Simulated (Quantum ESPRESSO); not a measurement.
**Computed NMR tensors in KMgF3 (changed cell)**

```
CELL_PARAMETERS angstrom
      3.99836     0.00000     0.00000
      0.00000     3.99836     0.00000
      0.00000     0.00000     3.93869
ATOMIC_POSITIONS crystal
  K  0.50000 0.50000 0.50000
  Mg 0.00000 0.00000 0.00000
  F  0.00000 0.50000 0.00000
  F  0.50000 0.00000 0.00000
  F  0.00000 0.00000 0.50000
```
The cell was made here from a computed Materials Project entry: strained by -1 % along the cube axis and by +0.5 % across it, atoms relaxed (PBE without dispersion, pw.x of a modified build of Quantum ESPRESSO, symmetry kept). The parent is KMgF3 in Pm-3m; whether this form has been observed was not checked. Stability against distortions was not tested.

These are absolute shieldings with no macroscopic susceptibility term; δ = σ_ref − σ needs a reference computed alike. By our sweeps, such settings leave a few ppm in absolute σ. No d partial waves on Mg: the paramagnetic term there is incompletely reconstructed. The structure is static (0 K, no zero-point motion).

Ω = σ33 − σ11 of the symmetric part; where symmetry doesn't make it nil, it is less certain than σ_iso.

### Question
What do the calculations give at each independent site (shieldings by PBE GIPAW (Quantum ESPRESSO, JTH PAW datasets), 22.5 Ha, k-mesh 4×4×4 shifted, f-sum rule met within 0.001 %)?

### Answer
```json
[
 {"site": "K (atom 1)", "site symmetry": "4/mmm", "σ_iso (ppm)": "1180", "span Ω (ppm)": "2"},
 {"site": "Mg (atom 2)", "site symmetry": "4/mmm", "σ_iso (ppm)": "555", "span Ω (ppm)": "4"},
 {"site": "F1 (atoms 3, 4)", "site symmetry": "mmm", "σ_iso (ppm)": "332", "span Ω (ppm)": "3"},
 {"site": "F2 (atom 5)", "site symmetry": "4/mmm", "σ_iso (ppm)": "334", "span Ω (ppm)": "7"}
]
```
